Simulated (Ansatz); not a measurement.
The relaxed structure here is a generated cell of ScAl3: the first start was made by a random draw of sites in a space group, and the end was not matched to a known phase here, so it may be hypothetical.

A relaxed cell of ScAl$_{3}$ (P6/mmm (No. 191)), relaxed on a k-mesh at least as fine as the one used below. The numbers are results of r2SCAN (plane waves to 500 eV, PAW, scalar-relativistic; Ansatz, a first-principles code), not measurements. Γ-centred k-mesh 8×8×4 on the run's cell (coarser than for final values), Fermi–Dirac smearing 0.05 eV.

```xyz
8
Lattice="4.8982 0.0000 0.0000 -2.4491 4.2420 0.0000 0.0000 0.0000 8.1806" Properties=species:S:1:pos:R:3 pbc="T T T"
Al     0.0000     0.0000     0.0000
Al     0.0000     2.8280     1.2972
Al     2.4491     1.4140     1.2972
Al     2.4491     1.4140     6.8835
Al     0.0000     2.8280     6.8835
Al     0.0000     0.0000     4.0903
Sc     0.0000     2.8280     4.0903
Sc     2.4491     1.4140     4.0903
```

The atoms are displaced by (Å):

```json
[
 {"atom": "Al1", "ux": "-0.074", "uy": "-0.110", "uz": "-0.095"},
 {"atom": "Al2", "ux": "0.032", "uy": "-0.004", "uz": "-0.135"},
 {"atom": "Al3", "ux": "-0.066", "uy": "-0.033", "uz": "0.088"},
 {"atom": "Al4", "ux": "0.038", "uy": "0.071", "uz": "0.181"},
 {"atom": "Al5", "ux": "0.142", "uy": "0.010", "uz": "0.090"},
 {"atom": "Al6", "ux": "-0.097", "uy": "0.076", "uz": "0.088"},
 {"atom": "Sc7", "ux": "-0.056", "uy": "0.116", "uz": "0.014"},
 {"atom": "Sc8", "ux": "-0.027", "uy": "0.006", "uz": "-0.013"}
]
```

Task: What forces (eV/Å) and pressure result?

Result: 
| atom | Fx | Fy | Fz |
|---|---|---|---|
| Al1 | 0.31 | 0.31 | 0.13 |
| Al2 | -0.42 | -0.15 | 1.92 |
| Al3 | 0.15 | -0.09 | 0.20 |
| Al4 | 0.37 | -0.26 | -1.02 |
| Al5 | -0.31 | 0.06 | -1.85 |
| Al6 | 0.49 | -0.09 | 0.00 |
| Sc7 | -0.18 | -0.44 | -0.43 |
| Sc8 | -0.41 | 0.66 | 1.05 |

Pressure +1.4 GPa.

Task: Estimate the energy cost of the displacement in the harmonic approximation and compare with the calculation.

Result: For a harmonic well ΔE = −½ Σ F·u = 0.415 eV a cell, or 52 meV/atom. The calculated energy relative to the undisplaced cell is +0.05 eV/atom, so the harmonic estimate holds well.

The undisplaced cell is probably no minimum: from this displacement the run went on to P-3m1 (No. 164), 0.49 eV/atom below it.

No spin polarisation in the result.
